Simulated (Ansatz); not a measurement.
Input:

Ag (fcc, Cu type)

```
Ag
1.0
    4.14918     0.00000     0.00000
    0.00000     4.14918     0.00000
    0.00000     0.00000     4.14918
Ag
4
Direct
  0.00000   0.00000   0.00000
  0.50000   0.50000   0.00000
  0.50000   0.00000   0.50000
  0.00000   0.50000   0.50000
```

In each cell atom 1 (Ag, nearest neighbour Ag at 2.934 Å; its periodic images, 4.1 Å or more away, move with it) moves by s·(0.577, 0.577, 0.577) (along Cartesian [111]), the rest being held.

Method: PBE (plane waves to 420 eV, PAW, scalar-relativistic; Ansatz, an electronic-structure program). k mesh 9×9×9 (Γ-centred), Fermi-Dirac smearing 0.05 eV. Energies are smeared free energies. With partly filled bands, energies and forces of such displacements shift with the k mesh and the smearing. On this mesh the relaxed cell isn't quite at rest: it carries a pressure of -0.1 GPa (compression positive) at the zero of the scan. Ag was relaxed with its symmetry unable to fall. The PAW data are Ansatz's earlier set. The zero of ΔE is the undisplaced structure.

The scan covers s from -0.880 to 0.880 Å in 11 points.

Problem. Is this a single well or a double well?

Solution. A single well with its minimum at or next to zero displacement.

Problem. Is the energy the same for equal positive and negative displacements?

Solution. Even: the same for both signs. With its periodic images moving along, the atom's site symmetry in this cell is m-3m.

Problem. What force acts on the atom along the line at s = -0.880 Å?

Solution. 10.6 eV/Å.

Problem. What is the energy change at s = 0.880 Å?

Solution. 3218 meV/cell.

Problem. What is the force constant k = d²E/ds² of this move at s = 0?

Solution. 4.58 eV/Å².

(For displaced atoms, the force is minus the slope of the energy, and its curvature is a force constant, which sets phonon frequencies.)
